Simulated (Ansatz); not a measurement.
CoOs (P-6m2): majority and minority states

The geometry is a structure from the Materials Project, held fixed and not relaxed.

Functional, mesh and filling: PBEsol, 14×14×8 k mesh, Fermi–Dirac smearing of 0.1 eV. LAPW is all-electron LAPW in Ansatz 0.2.0. Site moments are integrated in spheres about the atoms.

The input and its command:

```yaml
crystal:
  lattice:
    - [2.6712738749, 0.0, 0.0]
    - [-1.3356369374, 2.3133910361, 0.0]
    - [0.0, 0.0, 4.116557]
  atoms:
    - { symbol: Co, position: [0.6666666667, 0.3333333333, 0.5], spin: 0.8 }
    - { symbol: Os, position: [0.3333333333, 0.6666666667, 0.0] }
magnetization:
  spin_polarized: true
kpoints:
  mp_grid: { grid: [14, 14, 8] }
scf:
  occupations: { method: fermi_dirac, width: 0.1 }
  lower_state_search: "off"
hamiltonian:
  xc: pbesol
  pseudopotentials: { kind: all_electron, lapw: { basis_error: 0.001 } }
output:
  forces: true
  stress: true
  eigenvalues: false
  populations: true
  dos: { projected: true, de: 0.1, e_range: [-8, 5] }
```

Command: `ansatz run input.yaml --threads 1 --pin off --max-ram 3072MiB --backend cpu --events-out ev --progress --plain --runs-dir out`

Density of states, smoothed by a Gaussian of 0.15 eV:

| E − E_F (eV) | majority (states/eV/cell) | minority (states/eV/cell) |
| --- | --- | --- |
| -7.00 | 0.32 | 0.27 |
| -6.75 | 0.56 | 0.52 |
| -6.50 | 0.53 | 0.53 |
| -6.25 | 0.59 | 0.53 |
| -6.00 | 0.80 | 0.74 |
| -5.75 | 0.98 | 0.93 |
| -5.50 | 1.11 | 1.02 |
| -5.25 | 1.07 | 1.08 |
| -5.00 | 0.76 | 0.83 |
| -4.75 | 0.69 | 0.57 |
| -4.50 | 1.03 | 0.75 |
| -4.25 | 1.27 | 1.05 |
| -4.00 | 1.06 | 1.16 |
| -3.75 | 0.94 | 1.02 |
| -3.50 | 1.25 | 0.91 |
| -3.25 | 1.64 | 1.06 |
| -3.00 | 1.48 | 1.24 |
| -2.75 | 1.54 | 1.34 |
| -2.50 | 1.68 | 1.32 |
| -2.25 | 2.33 | 1.19 |
| -2.00 | 2.38 | 1.33 |
| -1.75 | 2.11 | 1.82 |
| -1.50 | 1.47 | 2.10 |
| -1.25 | 1.23 | 2.31 |
| -1.00 | 1.28 | 1.72 |
| -0.75 | 1.26 | 1.21 |
| -0.50 | 1.31 | 1.17 |
| -0.25 | 1.36 | 1.15 |
| 0.00 | 1.07 | 1.18 |
| 0.25 | 0.85 | 1.28 |
| 0.50 | 1.17 | 1.57 |
| 0.75 | 1.28 | 1.37 |
| 1.00 | 1.27 | 1.51 |
| 1.25 | 0.81 | 1.69 |
| 1.50 | 0.40 | 1.02 |
| 1.75 | 0.32 | 0.47 |
| 2.00 | 0.31 | 0.35 |
| 2.25 | 0.32 | 0.34 |
| 2.50 | 0.35 | 0.35 |
| 2.75 | 0.39 | 0.39 |
| 3.00 | 0.40 | 0.40 |
| 3.25 | 0.36 | 0.37 |
| 3.50 | 0.33 | 0.34 |
| 3.75 | 0.31 | 0.32 |
| 4.00 | 0.29 | 0.30 |
| 4.25 | 0.27 | 0.29 |
| 4.50 | 0.25 | 0.27 |

Problem. What spin moment does the cell carry?

Solution. 0.78 μB. Site moments (μB): Co1 0.82, Os2 -0.01.

Löwdin populations of d and f shells (filled inner shells left out):

```tsv
shell	up	down
Co1 3d	4.32	3.50
Os2 5d	3.47	3.47
```

The Ansatz runs typed with the search for lower states off end where their start leads. Spin–orbit coupling is left out although heavy atoms are present. These are results for the start and cell typed. The real compound can order otherwise, in a larger cell, or not at all, since semilocal functionals at zero temperature often overstate magnetism.
